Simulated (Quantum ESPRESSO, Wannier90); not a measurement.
## CsPbCl3 (cubic perovskite), plane waves to Wannier functions

```xyz
5
Lattice="5.6798 0.0000 0.0000 0.0000 5.6798 0.0000 0.0000 0.0000 5.6798" Properties=species:S:1:pos:R:3 pbc="T T T"
Cs     0.0000     0.0000     0.0000
Pb     2.8399     2.8399     2.8399
Cl     0.0000     2.8399     2.8399
Cl     2.8399     0.0000     2.8399
Cl     2.8399     2.8399     0.0000
```

Structure: Materials Project mp-23037, symmetrised, not relaxed again. COD (Crystallography Open Database) records the formula in this space group. Ideal cubic forms of this type are often high-temperature phases that distort on cooling; symmetry holds the cell here, and its stability was not tested. Level: PBEsol, no spin polarisation, no spin-orbit coupling; pw.x of Quantum ESPRESSO at 50 Ry with PseudoDojo potentials, 6×6×6 k-points, Wannier90. Density: 6×6×6 mesh, cold smearing 0.01 Ry. Spin-orbit coupling is left out although heavy elements are present.

Bands 10-13 form an isolated set from -8.77 to -6.59 eV relative to the valence-band maximum (on the path) and are turned into 4 Wannier functions by minimising the spread from the start: atomic waves Cs 5p, Pb 6s.

Centres (Cartesian, Å; one of the equivalent choices) and spreads:

| n | x | y | z | spread (Å²) | nearest atom |
|---|---|---|---|---|---|
| 1 | 0.000 | 0.000 | 0.000 | 1.488 | Cs1 |
| 2 | 0.000 | 0.000 | 0.000 | 1.488 | Cs1 |
| 3 | 0.000 | 0.000 | 0.000 | 1.488 | Cs1 |
| 4 | 2.840 | 2.840 | 2.840 | 3.784 | Pb2 |

Ω_I = 8.25 Å², Ω_total = 8.25 Å²; the interpolated bands follow pw.x to 0.8 meV rms on the path. Only this start was tried; a symmetric start can stop on a saddle, and mixtures of these functions could lower the total by at most Ω_total − Ω_I.
